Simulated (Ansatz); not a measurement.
# Computed properties of BW

BW:
```
BW
1.0
    1.57713    -4.22311     0.00000
    1.57713     4.22311     0.00000
    0.00000     0.00000     3.08151
B W
2 2
Cartesian
  1.57713  -0.51782   2.31113
  1.57713   0.51782   0.77038
  1.57713  -3.00041   2.31113
  1.57713   3.00041   0.77038
```

Space group Cmcm (No. 63); conventional cell a = 3.154 Å, b = 8.446 Å, c = 3.082 Å, α = β = γ = 90.00°.

Method: DFT-PBEsol in the program Ansatz with PAW potentials. Structure relaxed to zero pressure with the same functional. Other levels are named where they apply.

Cell and energy:

Volume per atom: 10.26 Å³
Density: 15.75 g/cm³
Formation energy from the elements (no fitted shifts): -0.42 eV/atom

Electronic structure:

- Electronic character = metallic (no gap)
- Density of states at the Fermi level = 0.41 states/eV per atom (mean over ±0.08 eV)
- Gap with spin–orbit coupling = none (metallic)

Mechanics:

- Bulk modulus (Birch–Murnaghan fit): 358 GPa
- Pressure derivative B′: 4.2

Phonons:

- Highest zone-centre frequency: 674 cm⁻¹
- Zone-centre stability: no imaginary mode at Γ

The workflow started from a Materials Project entry (that database holds measured and hypothetical structures alike); the Crystallography Open Database copy checked does not list it. COD files the formula under space group No. 141. Its standing as an ambient phase is unchecked. The PBEsol relaxation kept the symmetry of its start. The run is not spin-polarised. As this level gives no gap, phonon frequencies hold no LO–TO term and depend on the k-mesh and smearing (Fermi–Dirac, 0.1 eV here). The references are the lowest solids computed at this level, not always the standard phases. Spin–orbit coupling is left out wherever it is not named.

Potentials: the later of the program's two PAW sets.
